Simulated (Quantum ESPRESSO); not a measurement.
# MgMo2Al3Ti2: input and log of a self-consistent run

Computed values, not a measurement. The program is pw.x of Quantum ESPRESSO 7.5 (plane-wave density functional theory). The cell is made up: eight metal atoms on a hexagonal close-packed lattice, with elements, volume, strain and displacements drawn at random and not relaxed, so it may be unstable or far from any real phase. PseudoDojo standard norm-conserving files set the functional (PBE unless stated); there is no spin polarisation or spin-orbit coupling, the Fermi-Dirac width of 0.25 eV means electrons at about 2900 K, and the masses in the input are unused placeholders. A spin test at this wide smearing found no moment, but such smearing suppresses magnetism that the real alloy may have.

Input:

```
&control calculation='scf', pseudo_dir='./dojo.nc.sr.pbe.v0_5.standard.upf', outdir='./o', disk_io='minimal', tprnfor=.true., tstress=.true. /
&system ibrav=0, nat=8, ntyp=4, nbnd=49, ecutwfc=84.00895049, nosym=.true., tot_charge=0,
 occupations='smearing', smearing='fd', degauss=0.0183746611
/
&electrons conv_thr=1.470e-08, electron_maxstep=70, mixing_beta=0.5 /
ATOMIC_SPECIES
Al 1.0 Al.upf
Mg 1.0 Mg.upf
Mo 1.0 Mo.upf
Ti 1.0 Ti.upf
CELL_PARAMETERS angstrom
0.0 4.8785 0.0
2.8166 0.0 4.5903
2.8166 0.0 -4.5903
ATOMIC_POSITIONS angstrom
Mg 0.0148 -0.0149 0.0156
Mo 2.9035 -0.0026 0.0367
Al 2.8004 1.7014 -2.3522
Ti 2.7809 1.6118 2.2837
Al 1.3421 2.36 -0.02
Ti 4.2279 2.4534 -0.0189
Mo 1.4405 4.1126 -2.2981
Al 1.3292 4.0969 2.1763
K_POINTS automatic
5 5 5 1 1 1
```

The log is shortened where brackets say so; the opening notice, blank lines, dates and the lines on written files are dropped, and the path of the files is cut. It prints rydbergs, bohrs and kilobars, and counts compression as positive stress. Its total energy is the free energy E - TS of the whole cell.

```
     Program PWSCF v.7.5
     Parallel version (MPI & OpenMP), running on       4 processor cores
     Number of MPI processes:                 4
     Threads/MPI process:                     1
     [start-up lines left out]
     bravais-lattice index     =            0
     lattice parameter (alat)  =       9.2190  a.u.
     unit-cell volume          =     851.2932 (a.u.)^3
     number of atoms/cell      =            8
     number of atomic types    =            4
     number of electrons       =        71.00
     number of Kohn-Sham states=           49
     kinetic-energy cutoff     =      84.0090  Ry
     charge density cutoff     =     336.0358  Ry
     scf convergence threshold =      1.5E-08
     mixing beta               =       0.5000
     number of iterations used =            8  plain     mixing
     Exchange-correlation= PBE
                           (   1   4   3   4   0   0   0)
     [axes and pseudopotential details left out]
   Cartesian axes
     site n.     atom                  positions (alat units)
         1        Mg     tau(   1) = (   0.0030337  -0.0030542   0.0031977  )
         2        Mo     tau(   2) = (   0.5951624  -0.0005330   0.0075228  )
         3        Al     tau(   3) = (   0.5740289   0.3487547  -0.4821564  )
         4        Ti     tau(   4) = (   0.5700318   0.3303884   0.4681152  )
         5        Al     tau(   5) = (   0.2751051   0.4837553  -0.0040996  )
         6        Ti     tau(   6) = (   0.8666393   0.5029005  -0.0038741  )
         7        Mo     tau(   7) = (   0.2952752   0.8430050  -0.4710669  )
         8        Al     tau(   8) = (   0.2724608   0.8397868   0.4461002  )
     number of k points=    63  Fermi-Dirac smearing, width (Ry)=  0.0184
                       cart. coord. in units 2pi/alat
        k(    1) = (   0.1732053   0.1000000   0.0000000), wk =   0.0320000
        k(    2) = (   0.3464106   0.1000000  -0.1062785), wk =   0.0320000
     [further k points left out]
     Dense  grid:    88461 G-vectors     FFT dimensions: (  54,  60,  60)
     Estimated max dynamical RAM per process >     261.09 MB
     Estimated total dynamical RAM >     979.55 MB
     Initial potential from superposition of free atoms
     starting charge      70.9858, renormalised to      71.0000
     Starting wfcs are   57 randomized atomic wfcs
     total cpu time spent up to now is        3.7 secs
     per-process dynamical memory:   206.8 Mb
     Self-consistent Calculation
     iteration #  1     ecut=    84.01 Ry     beta= 0.50
     Davidson diagonalization with overlap
     ethr =  1.00E-02,  avg # of iterations =  3.0
     total cpu time spent up to now is       10.4 secs
     total energy              =    -650.25286336 Ry
     estimated scf accuracy    <       1.80082108 Ry
     iteration #  2     ecut=    84.01 Ry     beta= 0.50
     Davidson diagonalization with overlap
     ethr =  2.54E-03,  avg # of iterations =  3.9
     total cpu time spent up to now is       18.0 secs
     total energy              =    -649.95075333 Ry
     estimated scf accuracy    <      18.66661444 Ry
     iteration #  3     ecut=    84.01 Ry     beta= 0.50
     Davidson diagonalization with overlap
     ethr =  2.54E-03,  avg # of iterations =  2.7
     total cpu time spent up to now is       23.9 secs
     total energy              =    -651.26616452 Ry
     estimated scf accuracy    <       0.54973744 Ry
     iteration #  4     ecut=    84.01 Ry     beta= 0.50
     Davidson diagonalization with overlap
     ethr =  7.74E-04,  avg # of iterations =  4.3
     total cpu time spent up to now is       29.7 secs
     total energy              =    -651.24435822 Ry
     estimated scf accuracy    <       0.17115013 Ry
     iteration #  5     ecut=    84.01 Ry     beta= 0.50
     Davidson diagonalization with overlap
     ethr =  2.41E-04,  avg # of iterations =  5.7
     total cpu time spent up to now is       36.9 secs
     total energy              =    -651.27554142 Ry
     estimated scf accuracy    <       0.06475627 Ry
     [iterations 6 to 9 left out]
     iteration # 10     ecut=    84.01 Ry     beta= 0.50
     Davidson diagonalization with overlap
     ethr =  8.25E-07,  avg # of iterations =  3.0
     total cpu time spent up to now is       62.2 secs
     total energy              =    -651.28240562 Ry
     estimated scf accuracy    <       0.00009246 Ry
     iteration # 11     ecut=    84.01 Ry     beta= 0.50
     Davidson diagonalization with overlap
     ethr =  1.30E-07,  avg # of iterations =  2.7
     total cpu time spent up to now is       67.5 secs
     total energy              =    -651.28241943 Ry
     estimated scf accuracy    <       0.00000192 Ry
     iteration # 12     ecut=    84.01 Ry     beta= 0.50
     Davidson diagonalization with overlap
     ethr =  2.71E-09,  avg # of iterations =  5.1
     total cpu time spent up to now is       74.3 secs
     total energy              =    -651.28242009 Ry
     estimated scf accuracy    <       0.00000032 Ry
     iteration # 13     ecut=    84.01 Ry     beta= 0.50
     Davidson diagonalization with overlap
     ethr =  4.48E-10,  avg # of iterations =  2.0
     total cpu time spent up to now is       80.2 secs
     total energy              =    -651.28242016 Ry
     estimated scf accuracy    <       0.00000002 Ry
     iteration # 14     ecut=    84.01 Ry     beta= 0.50
     Davidson diagonalization with overlap
     ethr =  2.95E-11,  avg # of iterations =  2.8
     total cpu time spent up to now is       86.4 secs
     End of self-consistent calculation
     [lines on levels left out]
!    total energy              =    -651.28242016 Ry
     estimated scf accuracy    <          5.0E-09 Ry
     smearing contrib. (-TS)   =      -0.10606699 Ry
     internal energy E=F+TS    =    -651.17635317 Ry
     The total energy is F=E-TS. E is the sum of the following terms:
     one-electron contribution =    -293.04835295 Ry
     hartree contribution      =     170.26752756 Ry
     xc contribution           =     -98.87703238 Ry
     ewald contribution        =    -429.51849540 Ry
     convergence has been achieved in  14 iterations
     Forces acting on atoms (cartesian axes, Ry/au):
     atom    1 type  2   force =     0.00750451    0.00068631   -0.01999862
     atom    2 type  3   force =    -0.00873383   -0.00669189   -0.02692420
     atom    3 type  1   force =    -0.01124470   -0.00753129    0.03225883
     atom    4 type  4   force =     0.02051727    0.01500124   -0.00403843
     atom    5 type  1   force =     0.04088096    0.01409054   -0.01651106
     atom    6 type  4   force =    -0.04248034    0.00555634   -0.01887392
     atom    7 type  3   force =    -0.03328468   -0.00751838    0.02252844
     atom    8 type  1   force =     0.02684080   -0.01359288    0.03155896
     Total force =     0.105337     Total SCF correction =     0.000101
     Computing stress (Cartesian axis) and pressure
          total   stress  (Ry/bohr**3)                   (kbar)     P=       60.50
   0.00054390  -0.00012040  -0.00001909           80.01      -17.71       -2.81
  -0.00012040   0.00026542   0.00019423          -17.71       39.04       28.57
  -0.00001909   0.00019423   0.00042457           -2.81       28.57       62.46
     init_run     :      3.42s CPU      3.57s WALL (       1 calls)
     electrons    :     82.47s CPU     82.76s WALL (       1 calls)
     forces       :      1.17s CPU      1.17s WALL (       1 calls)
     stress       :      4.05s CPU      4.06s WALL (       1 calls)
     [timing details left out]
     PWSCF        :   1m31.24s CPU   1m31.68s WALL
     JOB DONE.
```

In other units: free energy -8861.149 eV for the cell, pressure 6.05 GPa, largest force component 1.092 eV/Å in size. The run took 93 s of wall time with four MPI processes on a shared machine (AMD EPYC, Zen 5, virtual cores), so the time is rough. A rerun of this cell at a higher cutoff and on a denser mesh moved values by no more than 0.002 eV in energy, 0.02 GPa in stress and 0.004 eV/Å in force, and a second program with other atomic files agreed on that cell to 2 % rms in force and 0.5 GPa in pressure.